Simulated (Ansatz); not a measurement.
Input file for Ansatz (a program for electronic structure):

Ansatz 0.2 input:
```yaml
crystal:
  lattice:
    - [3.9881472551, 0.0, 0.0]
    - [0.0, 3.9881472551, 0.0]
    - [0.0, 0.0, 3.9870481415]
  atoms:
    - { symbol: Ti, position: [0.0, 0.5, 0.5] }
    - { symbol: Ti, position: [0.5, 0.0, 0.5] }
    - { symbol: Ag, position: [0.0, 0.0, 0.0] }
    - { symbol: Ti, position: [0.5, 0.5, 0.0] }
kpoints:
  mp_grid: { grid: [18, 18, 18] }
hamiltonian:
  xc: lda
  pseudopotentials: { kind: paw }
scf:
  occupations: { method: fermi_dirac, width: 0.1 }
elastic: { mode: relaxed_ion, stencil: two_point, amplitude: 0.005, f_tol: 0.0005 }
```

Output (shortened):

```
Pseudopotential: Ti, paw, valence charge 12
Pseudopotential: Ag, paw, valence charge 19
Functional definition: SPW92
Crystal: 4 atoms, lattice volume = 63.415 Å³
Basis set: ecut = 420 eV, 1237 PW (Γ)
Bands: 33, of which v1, the nominal top of the filled ones, is band 28 counted from 1 (27 counted from 0)
Symmetry: 16 space group operations
Space group: P4/mmm (ITA 123), of the structure as read, at distance tolerance 4.0e-5 Å
k-points: 550 of 5832
the search or the solves at the SCF's close seem to have found levels that the self-consistency loop had missed (the run counts 3) …
SCF 1 converged in 11 iterations: F = -14808.997121 eV  dr2 = 1.79e-14
Crystal: 4 atoms, lattice volume = 63.098 Å³
Symmetry: 8 space group operations
k-points: 1000 of 5832
SCF 2 converged in 10 iterations: F = -14808.995778 eV  dr2 = 3.22e-14
Crystal: 4 atoms, lattice volume = 63.732 Å³
SCF 3 converged in 7 iterations: F = -14808.996811 eV  dr2 = 9.32e-14
Crystal: 4 atoms, lattice volume = 63.098 Å³
SCF 4 converged in 10 iterations: F = -14808.995754 eV  dr2 = 3.18e-14
Crystal: 4 atoms, lattice volume = 63.732 Å³
SCF 5 converged in 7 iterations: F = -14808.996836 eV  dr2 = 9.35e-14
Crystal: 4 atoms, lattice volume = 63.415 Å³
Symmetry: 4 space group operations
k-points: 1640 of 5832
SCF 6 converged in 9 iterations: F = -14808.996949 eV  dr2 = 1.14e-14
Crystal: 4 atoms, lattice volume = 63.415 Å³
SCF 7 converged in 7 iterations: F = -14808.996949 eV  dr2 = 5.19e-14
Crystal: 4 atoms, lattice volume = 63.415 Å³
k-points: 910 of 5832
SCF 8 converged in 9 iterations: F = -14808.996949 eV  dr2 = 1.14e-14
Crystal: 4 atoms, lattice volume = 63.415 Å³
SCF 9 converged in 7 iterations: F = -14808.996949 eV  dr2 = 5.18e-14
SCF converged after 11 iterations
Free energy (F): -14808.997121 eV
Harris-Foulkes:  -14808.997121 eV  (|F-HF|=3.64e-12)
Internal energy: -14808.785431 eV  (E = F + TS)
E sigma→0 (E₀):  -14808.891276 eV
Entropy (-TS):   -0.211689 eV (-52.922 meV/atom)
Fermi energy:    15.551755 eV
--- Per-component energies (eV) ---
  E_band       = -661.298973
  E_kinetic    = 1350.083661
  E_local      = -4654.703217  (includes V_loc(G=0)·N_el)
  E_nonlocal   = 119.830615
  E_hartree    = 2025.799272
  E_xc         = -477.165660
  E_vxc        = -604.112923  (∫ρ·V_xc dr)
  E_paw        = -6764.613443  (= ΣΔE_a)
  E_vpaw       = -923.996258  (= ΣTr[D̂ρ^β])
  E_aug_tail   = 0.000601  (compensation charges beyond the density's cutoff)
  E_ewald      = -6409.719919
  E_core_change = 1.702658  (= ΣΔE_core)
  E_smearing   = -0.211689  (= −TS)
  E_closure    =  0.000000  (closes the sum)
  Σ components = -14808.997121   (vs F -14808.997121, Δ=0.00e0)
--- Forces (eV/Å), atoms counted from 1 ---
  atom   1  Ti     0.00000000     0.00000000     0.00000000
  atom   2  Ti     0.00000000     0.00000000     0.00000000
  atom   3  Ag     0.00000000     0.00000000     0.00000000
  atom   4  Ti     0.00000000     0.00000000     0.00000000
  max |Σ_I F_I| component: 0.0 eV/Å
--- Stress (GPa, compression-positive) ---
        0.259502       0.000000       0.000000
        0.000000       0.259502       0.000000
        0.000000       0.000000       0.271798
  P = ⅓ Tr σ = 0.2636 GPa (2.636 kbar)
--- Band table (eV; the first three rows and the last of 550) ---
  k-point 0: bands = ["-77.0495", "-40.5561", "-40.5561", "-40.5561", "-40.4481", "-40.2646", "-40.2641", "-17.2414", "-17.2414", "-17.2413", "-16.8945", "-16.8942", "-16.8942", "-16.6219", "-16.6219", "-16.6215", "8.6083", "9.6183", "9.6186", "10.0477", …
  k-point 1: bands = ["-77.0495", "-40.5576", "-40.5561", "-40.5561", "-40.4456", "-40.2651", "-40.2646", "-17.2388", "-17.2388", "-17.2375", "-16.8951", "-16.8951", "-16.8949", "-16.6267", "-16.6238", "-16.6238", "8.6438", "9.6286", "9.6341", "10.0517", …
  k-point 2: bands = ["-77.0495", "-40.5617", "-40.5561", "-40.5561", "-40.4386", "-40.2681", "-40.2645", "-17.2311", "-17.2311", "-17.2261", "-16.8979", "-16.8979", "-16.8963", "-16.6417", "-16.6295", "-16.6295", "8.7490", "9.6574", "9.6812", "10.0632", …
  k-point 549: bands = ["-77.0495", "-40.5573", "-40.5572", "-40.5572", "-40.3242", "-40.3242", "-40.3237", "-17.4060", "-17.2275", "-17.2275", "-17.2274", "-16.6922", "-16.6917", "-16.6917", "-16.6026", "-16.6018", "9.7841", "9.7841", "9.7843", "10.6391", …
--- Elastic constants: 4 strain directions × 2 members + reference (group order 16) ---
  dense FFT box of the reference and of every strained cell: 27×27×27
  strains applied: 11, 33, 23, 12; error gains …
  C = ∂σ_k/∂η_j (tension-positive GPa; Voigt order 11 22 33 23 13 12):
       166.956    122.183    122.247      0.000      0.000      0.000
       122.183    166.956    122.247      0.000      0.000      0.000
       122.258    122.258    166.878      0.000      0.000      0.000
         0.000      0.000      0.000     34.606      0.000      0.000
         0.000      0.000      0.000      0.000     34.606      0.000
         0.000      0.000      0.000      0.000      0.000     34.622
  reference stress σ⁰ (GPa):     -0.260     -0.260     -0.272      0.000      0.000      0.000
  moduli (Voigt/Reuss/Hill, GPa): K = 137.13/137.13/137.13   G = 29.71/28.38/29.04   E = 81.39   ν = 0.401
  mechanically stable: yes (min eigenvalue of sym C = 34.61 GPa)
  strain η (Voigt 11):  stress-route row diagonal C_11 = 166.96 GPa, energy-path curvature d²(F+E_count+ΔE)/dδ²/Ω₀ = 166.96 GPa
         δ    σ_11 (GPa)             F (eV)   n_scf  n_hpsi   n_pw
    -5.000e-3      -1.1009      -14808.9957783      10  656915   1261   relax 0 steps, max|allowed force component| 0.0 eV/Å
     5.000e-3       0.5686      -14808.9968112       7  513266   1268   relax 0 steps, max|allowed force component| 0.0 eV/Å
  strain η (Voigt 33):  stress-route row diagonal C_33 = 166.88 GPa, energy-path curvature d²(F+E_count+ΔE)/dδ²/Ω₀ = 166.88 GPa
         δ    σ_33 (GPa)             F (eV)   n_scf  n_hpsi   n_pw
    -5.000e-3      -1.1129      -14808.9957542      10  360742   1261   relax 0 steps, max|allowed force component| 0.0 eV/Å
     5.000e-3       0.5559      -14808.9968358       7  282036   1266   relax 0 steps, max|allowed force component| 0.0 eV/Å
  strain η (Voigt 23):  stress-route row diagonal C_44 = 34.61 GPa, energy-path curvature d²(F+E_count+ΔE)/dδ²/Ω₀ = 34.73 GPa
         δ    σ_23 (GPa)             F (eV)   n_scf  n_hpsi   n_pw
    -5.000e-3      -0.1730      -14808.9969490       9  974563   1261   relax 0 steps, max|allowed force component| 0.00e0 eV/Å
     5.000e-3       0.1730      -14808.9969490       7  804343   1261   relax 0 steps, max|allowed force component| 0.00e0 eV/Å
  strain η (Voigt 12):  stress-route row diagonal C_66 = 34.62 GPa, energy-path curvature d²(F+E_count+ΔE)/dδ²/Ω₀ = 34.74 GPa
         δ    σ_12 (GPa)             F (eV)   n_scf  n_hpsi   n_pw
    -5.000e-3      -0.1731      -14808.9969488       9  540942   1261   relax 0 steps, max|allowed force component| 0.0 eV/Å
     5.000e-3       0.1731      -14808.9969488       7  446165   1261   relax 0 steps, max|allowed force component| 0.0 eV/Å
```

Cost: very roughly 15 core-minutes on shared cores.

Space group Pm-3m (Cu3Au type). The workflow started from an entry of the Crystallography Open Database (COD); the relaxed space group is not among those it files for this formula. COD files the formula under space group No. 123, so this cell is another polymorph or a model. Whether it is the stable phase at ambient conditions was not checked. The LDA relaxation kept the symmetry of its start; of distortions, only those at the zone centre were tested. The run is not spin-polarised. As this level gives no gap, shear constants depend on the k-mesh and smearing (Fermi–Dirac, 0.1 eV here). Point labels and valley counts follow the cell and symmetry of the run, lower than the named group. Scalar-relativistic: spin–orbit coupling is off unless named, which matters more the heavier the elements.

Potentials: the later of the program's two PAW sets.

Ansatz is a plane-wave DFT program.
